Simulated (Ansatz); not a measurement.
This RbH₆Pt structure is the end of a relaxation. The cell was found from a structure generator's guess, not taken from experiment.

Method: DFT PBE, scalar-relativistic, plane waves, PAW in Ansatz. Cutoff 420 eV, Γ-centred mesh, Gaussian smearing, no spin polarisation.

```
Rb H Pt
1.0
     7.41657    0.00000    0.00000
    -3.70828    6.42294    0.00000
     0.00000    0.00000    6.01621
Rb H Pt
1 6 1
Direct
  0.00000 0.00000 0.00000
  0.52922 0.47078 0.00000
  0.52922 0.05845 0.00000
  0.94155 0.47078 0.00000
  0.47078 0.52922 0.00000
  0.47078 0.94155 0.00000
  0.05845 0.52922 0.00000
  0.00000 0.00000 0.50000
```

The zero of energy is the elements' standard structures at the same level (H₂ as a molecule); no fitted shifts are applied.

(1) What space group does it have?

(2) How far does it lie from the elements in energy?

(3) Is it a metal?

## Answers

(1) P6/mmm (No. 191). Conventional cell: a = 7.417 Å, c = 6.016 Å. Rb has 2 Pt at 3.01 Å and 12 H at 3.73 Å; H is surrounded by 1 H at 0.75 Å, 2 H at 3.06 Å, 2 Rb at 3.73 Å and 4 H at 3.73 Å; Pt has 2 Rb at 3.01 Å.

(2) +0.37 eV/atom. It can't be a ground state, since the elements alone are lower.

(3) Yes, bands cross the Fermi level on the 6×6×6 mesh.

The last run used a 6×6×6 mesh for its 8-atom cell and Gaussian smearing of 0.10 eV. No dispersion correction is applied, so the spacing and binding between layers, chains or molecules are poorly described. Spin–orbit coupling, which can matter for Pt, is left out. The cell is a metal run without spin; a magnetic state may lie lower. With hydrogen, zero-point motion can shift formation energies by some tens of meV/atom. Symmetry constrained the relaxation, so the result can be a saddle point.
